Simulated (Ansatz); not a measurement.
GaN:
```
GaN
1.0
    0.00000     2.24907     2.24907
    2.24907     0.00000     2.24907
    2.24907     2.24907     0.00000
Ga N
1 1
Direct
  0.00000   0.00000   0.00000
  0.25000   0.25000   0.25000
```

Cartesian axes are those of the cell as given.

Q: Give the high-frequency dielectric tensor and the Born effective charge tensors of the independent atoms from DFPT, the program Ansatz at the r²SCAN level (PAW).

A: 
ε∞:
```
5.50  0.00  0.00
0.00  5.50  0.00
0.00  0.00  5.50
```
Z* of atom 1 (Ga), rows: field, columns: displacement, in e:
```
2.67  0.00  0.00
0.00  2.67  0.00
0.00  0.00  2.67
```
Z* of atom 2 (N), rows: field, columns: displacement, in e:
```
-2.67   0.00   0.00
 0.00  -2.67   0.00
 0.00   0.00  -2.67
```

Static charges for comparison (Bader): Ga1 +1.65, N2 -1.65 e. Born charges measure polarisation by displacement and can exceed these by far.

Space group F-43m (zinc blende). The cell was relaxed with r²SCAN under the symmetry of its start. Scalar-relativistic: spin–orbit coupling is off unless named, which matters more the heavier the elements.

Potentials: the earlier of the program's two PAW sets.
